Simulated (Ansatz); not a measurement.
Input and output for fcc Au (100), 3 layers: DFT, LDA, all-electron LAPW, scalar-relativistic (Ansatz 0.2.0). This run: no images along the normal.

The slab is cut from a bulk crystal relaxed on PAW files (its atoms may have been relaxed since).

Command: `ansatz run input.yaml --threads 1 --pin off --max-ram 3584MiB --backend cpu --events-out ev --progress --plain --runs-dir out` It took 100 s on 1 thread of Intel(R) Xeon(R) Platinum 8375C CPU @ 2.90GHz (Ice Lake) (shared host), peak memory 0.91 GiB.

```yaml
crystal:
  lattice:
    - [2.8625268915, 0.0, 0.0]
    - [0.0, 2.8625268915, 0.0]
    - [0.0, 0.0, 20.0482]
  atoms:
    - { symbol: Au, position: [0.0, 0.0, 0.4006258136] }
    - { symbol: Au, position: [0.5, 0.5, 0.4999999998] }
    - { symbol: Au, position: [0.0, 0.0, 0.5993741866] }
  periodic: [true, true, false]
kpoints:
  mp_grid: { grid: [14, 14, 1] }
scf:
  occupations: { method: fermi_dirac, width: 0.08 }
hamiltonian:
  xc: lda
  pseudopotentials: { kind: all_electron, lapw: { basis_error: 0.001 } }
output:
  forces: true
  stress: true
  eigenvalues: true
```

Output:

```
Warning: crystal.periodic: the lattice vector that does not repeat stood 0.000° off the slab's normal, 20.048 Å along it as the deck builds it. The run solves the slab on a vector along the normal, 31.769 Å long, with every atom where it was (on the deck's vector they left 16.06 Å outside them, and the widest stretch free of ions among them is 1.99 Å). A fractional position that the run reports is one of the run's cell, which starts as this one, and not of the deck's: it goes into a deck with that cell's vectors. The slab on that cell runs as it stands in a deck that lists each atom with its symbol and moment, types crystal.periodic and leaves out crystal.checkpoint, crystal.saddle_side, crystal.structure_sha256, crystal.space_group, crystal.setting, crystal.reduce_to_primitive, crystal.supercell, crystal.defects and each atom's wyckoff. Where those keys changed the vectors of the plane, lay the indices of each lattice_plane and lattice_line anew on these rows. Along the normal they count this vector already. An outside_sphere can name other atoms there (type this run's as sites). In the order of the run's atom list the slab is: crystal.lattice: [[2.8625268915, 0.0, 0.0], [0.0, 2.8625268915, 0.0], [0.0, 0.0, 31.7690942631572]]; position: [0.0, 0.0, 0.25281886759768524]; position: [0.5, 0.5, 0.3155299270717758]; position: [0.0, 0.0, 0.37824098692450225];
crystal.periodic: the lattice vector that does not repeat stood 0.000° off the slab's normal, 20.048 Å along it as the deck builds it. The run solves the slab on a vector along the normal, 31.769 Å long, with every atom where it was (on the deck's vector they left 16.06 Å outside them, and the widest stretch free of ions among them is 1.99 Å). A fractional position that the run reports is one of the run's cell, which starts as this one, and not of the deck's: it goes into a deck with that cell's vectors. The slab on that cell runs as it stands in a deck that lists each atom with its symbol and moment, types crystal.periodic and leaves out crystal.checkpoint, crystal.saddle_side, crystal.structure_sha256, crystal.space_group, crystal.setting, crystal.reduce_to_primitive, crystal.supercell, crystal.defects and each atom's wyckoff. Where those keys changed the vectors of the plane, lay the indices of each lattice_plane and lattice_line anew on these rows. Along the normal they count this vector already. An outside_sphere can name other atoms there (type this run's as sites). In the order of the run's atom list the slab is: crystal.lattice: [[2.8625268915, 0.0, 0.0], [0.0, 2.8625268915, 0.0], [0.0, 0.0, 31.7690942631572]]; position: [0.0, 0.0, 0.25281886759768524]; position: [0.5, 0.5, 0.3155299270717758]; position: [0.0, 0.0, 0.37824098692450225];
LAPW: plane waves up to 8.212 Å⁻¹, error target 1.0e-3 eV per atom; small_component_spin mean_spin; Au in spheres of 1.420 Å, 43 of its electrons in bands, Dirac shells [] (how accurate: hamiltonian.pseudopotentials.lapw.basis_error, Limitations)
Engine: ansatz 0.2.0
Pseudopotentials: kind: all_electron
Pseudopotential: Au, LAPW, valence charge 43, lapw/all_electron/scalar/gaussian/Au, Koelling and Harmon's equation, gaussian nucleus
Functional definition: SPW92
  exchange = slater_x
  correlation = pw_c
Crystal: 3 atoms, lattice volume = 260.318 Å³
Basis set: ecut = 256.9480637398194 eV, 2495 PW (Γ), exchange–correlation at level 2
Bands: 78, of which v1, the nominal top of the filled ones, is band 65 counted from 1 (64 counted from 0)
Symmetry: 16 space group operations
Space group: P4/mmm (ITA 123), of the structure as read, at distance tolerance 6.4e-5 Å
k-points: 36 of 196
Non-local potential: Au, projectors of the file, none
Initial density: superposition of atomic densities (neutral atoms: chi_scale 0, normalization atom)
Initial wavefunctions: plane waves of lowest kinetic energy (no species holds an atomic orbital)
Functional: x = slater, c = lda
iter 1 solved again at ethr=3.26e-4 eV; its pass at ethr=1.00e-1 eV (dr2=4.20e-1 eV) is discarded
SCF iter   1: F=—  HF=-1550821.586726 eV  |F-HF|=—  |Δ(HF+E_count)|=         —  Δρ=1.18e-2  dr2=4.21e-1  ethr=3.26e-4  ⟨swp⟩=3.1  Hψ=17250  notcnv=0
preconditioner: auto → LDOS  [metal: Δε(μ)=0.093 eV  Ē_g=11.004 eV  σ=0.080 eV  W_gap=0.28  n_scr=68 (ndim 8)  ℏωp=13.2 eV  f_vac=0.776  D(μ)=0.77/eV (n_scr^D=6)  β→1.0]
SCF iter   2: F=—  HF=-1550822.125652 eV  |F-HF|=—  |Δ(HF+E_count)|=   5.39e-1  Δρ=7.03e-3  dr2=1.85e-1  ethr=3.26e-4  ⟨swp⟩=3.0  Hψ=9203  notcnv=0
iter 3 solved again at ethr=1.13e-6 eV; its pass at ethr=1.43e-4 eV (dr2=1.46e-3 eV) is discarded
SCF iter   3: F=—  HF=-1550820.716941 eV  |F-HF|=—  |Δ(HF+E_count)|=    1.41e0  Δρ=7.55e-4  dr2=1.45e-3  ethr=1.13e-6  ⟨swp⟩=2.4  Hψ=14588  notcnv=0
SCF iter   4: F=—  HF=-1550820.694856 eV  |F-HF|=—  |Δ(HF+E_count)|=         —  Δρ=4.45e-4  dr2=6.29e-4  ethr=1.13e-6  ⟨swp⟩=3.0  Hψ=8698  notcnv=0
the basis was enlarged: its passes take 266.7 KiB over the memory plan, 1 of 1 planned eigensolver slots
SCF iter   5: F=—  HF=-1550820.694375 eV  |F-HF|=—  |Δ(HF+E_count)|=   4.82e-4  Δρ=1.20e-4  dr2=4.42e-5  ethr=4.88e-7  ⟨swp⟩=2.1  Hψ=8105  notcnv=0
SCF iter   6: F=—  HF=-1550820.694360 eV  |F-HF|=—  |Δ(HF+E_count)|=   1.47e-5  Δρ=3.48e-5  dr2=4.00e-6  ethr=3.43e-8  ⟨swp⟩=3.0  Hψ=8317  notcnv=0
SCF iter   7: F=—  HF=-1550820.694356 eV  |F-HF|=—  |Δ(HF+E_count)|=   3.78e-6  Δρ=1.23e-5  dr2=1.02e-6  ethr=3.10e-9  ⟨swp⟩=3.0  Hψ=8191  notcnv=0
SCF iter   8: F=-1550820.694356 eV  HF=-1550820.694356 eV  |F-HF|=6.50e-8  |Δ(HF+E_count)|=   3.37e-7  Δρ=3.50e-6  dr2=6.21e-8  ethr=7.90e-10  ⟨swp⟩=3.0  Hψ=8340  notcnv=0
SCF 1 converged in 8 iterations: F = -1550820.694356 eV  dr2 = 6.21e-8
SCF converged after 8 iterations
Free energy (F): -1550820.694356 eV
Harris-Foulkes:  -1550820.694356 eV  (|F-HF|=6.50e-8)
Internal energy: -1550820.677076 eV  (E = F + TS)
E sigma→0 (E₀):  -1550820.685716 eV
Entropy (-TS):   -0.017280 eV (-5.760 meV/atom)
Fermi energy:    -5.572673 eV
--- Per-component energies (eV) ---
  E_band       = -15444.102043
  E_kinetic    = 1767088.300109
  E_xc         = -28882.725460
  E_electrostatic = -3289026.251725  (all electrons and nuclei)
  E_smearing   = -0.017280  (= −TS)
  E_closure    = 0.000000  (closes the sum)
  E_atoms      = -1550808.669558  (free atoms, spherical and without spin; not in F)
  Σ components = -1550820.694356   (vs F -1550820.694356, Δ=0.00e0)
  Basis errors (estimates in eV, not in F): energy 3.5e-4 per atom: plane waves 3.1e-4 (1.7e-4 summed), levels above the bands 2.4e-65, relativity 8.1e-9, radial functions 4.1e-5, core shells 2.3e-8; eigenvalues (radial functions only) 5.7e-7; not estimated: angular momenta, meshes, grids; target (lapw.basis_error) 1.0e-3; muffin-tin radii Au 1.420 Å
--- Forces (eV/Å), atoms counted from 1 ---
  atom   1  Au     0.00000000     0.00000000    -0.00050831
  atom   2  Au    -0.00000000     0.00000000     0.00000000
  atom   3  Au    -0.00000000     0.00000000     0.00050831
  max |Σ_I F_I| component: 4.13e-29 eV/Å
--- 2D stress c σ (N/m, compression-positive) ---
       -6.434771      -0.000000       0.000000
       -0.000000      -6.434771       0.000000
        0.000000       0.000000       0.000000
  P = ½ c Tr σ = -6.4348 N/m
--- Band table (eV; the first three rows and the last of 36) ---
  k-point 0: bands = ["-327.9660", "-327.9485", "-327.9485", "-327.9473", "-327.9430", "-327.4979", "-327.4979", "-327.4876", "-327.4876", "-327.4876", "-327.4876", "-327.4825", "-327.4825", "-327.4738", "-327.4738", "-111.1066", "-110.6200", "-110.6199", "-84.1944", "-84.1944", "-84.1940", "-84.1806", "-84.1795", "-84.1795", "-84.1793", "-83.7301", "-83.7301", "-83.7255", "-83.7255", "-83.7255", "-83.7255", "-83.7146", "-83.7146", "-83.7129", "-83.7129", "-83.7121", "-83.7121", "-83.7121", "-83.7121", "-62.4554", "-62.3842", "-62.3842", "-61.9061", "-61.9035", "-61.9035", "-61.9005", "-61.9005", "-61.8904", "-14.6830", "-12.3328", "-12.2404", "-12.0344", "-10.9347", "-10.2828", "-9.7152", "-9.7152", "-8.9729", "-8.6938", "-8.3597", "-8.2990", "-8.2990", "-7.5561", "-7.2591", "-7.2112", "-7.2112", "-6.5373", "-4.0830", "-0.2685", "0.0119", "0.7748", "1.0193", "2.2870", "2.7047", "4.2524", "4.9620", "6.0600", "6.0600", "6.4642"]
  k-point 1: bands = ["-327.9660", "-327.9485", "-327.9485", "-327.9473", "-327.9430", "-327.4979", "-327.4979", "-327.4876", "-327.4876", "-327.4876", "-327.4876", "-327.4825", "-327.4825", "-327.4738", "-327.4738", "-111.1064", "-110.6198", "-110.6197", "-84.1944", "-84.1944", "-84.1940", "-84.1806", "-84.1795", "-84.1795", "-84.1793", "-83.7301", "-83.7301", "-83.7256", "-83.7256", "-83.7255", "-83.7255", "-83.7146", "-83.7146", "-83.7129", "-83.7129", "-83.7121", "-83.7121", "-83.7120", "-83.7120", "-62.4546", "-62.3911", "-62.3836", "-61.9097", "-61.9079", "-61.9040", "-61.9030", "-61.9002", "-61.8902", "-14.5687", "-12.2422", "-12.1602", "-11.9649", "-10.8915", "-10.2293", "-9.7941", "-9.7007", "-8.9118", "-8.7330", "-8.5851", "-8.4035", "-8.1340", "-7.6618", "-7.3810", "-7.3154", "-7.1655", "-6.3280", "-3.7820", "-0.1857", "0.1126", "0.8588", "1.1181", "2.3525", "2.8013", "4.2202", "5.0528", "5.3002", "6.2761", "6.6812"]
  k-point 2: bands = ["-327.9660", "-327.9485", "-327.9485", "-327.9473", "-327.9430", "-327.4979", "-327.4979", "-327.4876", "-327.4876", "-327.4876", "-327.4876", "-327.4825", "-327.4825", "-327.4738", "-327.4738", "-111.1058", "-110.6191", "-110.6191", "-84.1945", "-84.1943", "-84.1939", "-84.1806", "-84.1795", "-84.1795", "-84.1793", "-83.7301", "-83.7301", "-83.7257", "-83.7257", "-83.7255", "-83.7255", "-83.7146", "-83.7146", "-83.7129", "-83.7129", "-83.7121", "-83.7121", "-83.7120", "-83.7120", "-62.4526", "-62.4103", "-62.3818", "-61.9262", "-61.9257", "-61.9016", "-61.9014", "-61.8992", "-61.8904", "-14.2428", "-12.0486", "-12.0086", "-11.6923", "-10.7039", "-10.0773", "-9.9300", "-9.6643", "-8.9263", "-8.8752", "-8.8725", "-8.4731", "-8.0401", "-7.8670", "-7.6554", "-7.4355", "-7.1215", "-5.8415", "-3.0562", "0.0539", "0.4131", "1.0997", "1.4132", "2.4520", "3.0866", "3.4497", "4.8294", "5.2935", "6.2102", "6.8968"]
  k-point 35: bands = ["-327.9660", "-327.9485", "-327.9485", "-327.9473", "-327.9430", "-327.4979", "-327.4979", "-327.4876", "-327.4876", "-327.4876", "-327.4876", "-327.4825", "-327.4825", "-327.4738", "-327.4738", "-111.0974", "-110.6109", "-110.6109", "-84.1949", "-84.1949", "-84.1936", "-84.1807", "-84.1795", "-84.1795", "-84.1790", "-83.7297", "-83.7297", "-83.7262", "-83.7262", "-83.7262", "-83.7262", "-83.7144", "-83.7144", "-83.7130", "-83.7130", "-83.7119", "-83.7119", "-83.7119", "-83.7119", "-62.5046", "-62.5046", "-62.4184", "-62.0196", "-62.0196", "-62.0133", "-62.0133", "-61.8839", "-61.8831", "-12.2790", "-11.8109", "-11.7761", "-11.7761", "-10.9169", "-9.9581", "-9.9581", "-8.2423", "-7.8264", "-7.8264", "-7.7810", "-7.4816", "-7.0759", "-6.5905", "-6.5891", "-2.9026", "-2.9026", "-0.0154", "0.0237", "0.4465", "0.4465", "0.6167", "3.4463", "3.4463", "4.3774", "4.6187", "4.7441", "5.6550", "5.6929", "7.9457"]
  the weakly bound empty levels are not read free of the cell's end (augmented_plane_waves)
```

Spin–orbit coupling is left out, which matters for the heavy atoms.
